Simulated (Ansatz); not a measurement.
# Piezoelectric tensor of CsH at 0.3 GPa (stress–strain coefficients)

Theory: DFT PBEsol, scalar-relativistic, plane waves, PAW (Ansatz 0.2.0). Settings: 420 eV plane-wave cutoff, Γ-centred 6×6×6 mesh, fixed occupations. No spin polarisation.

The cell is fixed (symmetry leaves no force on the atoms) and stands under 0.3 GPa:
```xyz
2
Lattice="0.0000 3.3758 3.3758 3.3758 0.0000 3.3758 3.3758 3.3758 0.0000" Properties=species:S:1:pos:R:3 pbc="T T T"
Cs    0.0000    0.0000    0.0000
H     1.6879    1.6879    1.6879
```

The cell is the ideal cubic zincblende prototype; this isn't the usual structure of the compound.

Question: Give the relaxed-ion proper piezoelectric stress tensor e_iJ (C/m², Voigt columns xx yy zz yz xz xy).

Answer:
```
x   0.000 0.000 0.000 0.184 0.000 0.000
y   0.000 0.000 0.000 0.000 0.184 0.000
z   0.000 0.000 0.000 0.000 0.000 0.184
```
Signs follow the orientation of the cell as given.

Question: With the elastic constants (GPa, Voigt order)
C11 = 8.3, C12 = 7.9, C13 = 7.9, C22 = 8.3, C23 = 7.9, C33 = 8.3, C44 = 2.4, C55 = 2.4, C66 = 2.4 GPa; the others vanish.
find the strain coefficients d = e·C⁻¹ (pC/N).

Answer:
```
x    0.0  0.0  0.0 77.8  0.0  0.0
y    0.0  0.0  0.0  0.0 77.8  0.0
z    0.0  0.0  0.0  0.0  0.0 77.8
```

Cost: 1 run of about 1.2 core-minutes, on Arm Neoverse N1 (shared hosts).